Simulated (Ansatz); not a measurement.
Total density of states per atom from the program Ansatz at the r²SCAN level (PAW), in 0.25 eV bins, energy from the Fermi level:

(E (eV), states/eV/atom): (-7.85, 0.29); (-7.60, 0.31); (-7.35, 0.20); (-7.10, 0.25); (-6.85, 0.21); (-6.60, 0.19); (-6.35, 0.28); (-6.10, 0.23); (-5.85, 0.18); (-5.60, 0.17); (-5.35, 0.18); (-5.10, 0.24); (-4.85, 0.28); (-4.60, 0.19); (-4.35, 0.16); (-4.10, 0.13); (-3.85, 0.13); (-3.60, 0.36); (-3.35, 0.56); (-3.10, 0.67); (-2.85, 0.55); (-2.60, 0.96); (-2.35, 1.45); (-2.10, 1.24); (-1.85, 1.90); (-1.60, 2.05); (-1.35, 1.07); (-1.10, 0.96); (-0.85, 0.77); (-0.60, 0.78); (-0.35, 0.67); (-0.10, 0.69); (0.15, 0.57); (0.40, 0.54); (0.65, 0.51); (0.90, 0.49); (1.15, 0.37); (1.40, 0.26); (1.65, 0.28); (1.90, 0.56); (2.15, 1.18); (2.40, 1.73); (2.65, 4.23)

Problem. Which compound is it?
(A) Ti2Ga3, P4/m (Ti on 4k, Ga on 4j, Ga on 1d, Ga on 1a)
(B) Ta3Ga2, P4/mbm (Ta on 4h, Ta on 2a, Ga on 4g)
(C) SiNi6Ge, P4/mmm (Pearson symbol tP8)
(D) LaGa2Ni, Cmmm (Pearson symbol oS16)

Solution. D, LaGa2Ni, Cmmm (Pearson symbol oS16). Within 0.5 eV of the Fermi level: Ga 4p 38 %, La 5d 32 %, Ni 3d 20 %. Projections are on Löwdin-orthogonalised atomic valence shells; empty p or d shells of many metals are not among them.

The first step of the workflow began from a Materials Project structure, measured or hypothetical; the Crystallography Open Database copy checked does not list it. Whether it is the stable phase at ambient conditions was not checked. The r²SCAN relaxation kept the symmetry of its start; whether a distortion lowers the energy is not shown. No spin polarisation was allowed. Spin–orbit coupling is left out wherever it is not named.

Potentials: the earlier of the program's two PAW sets.
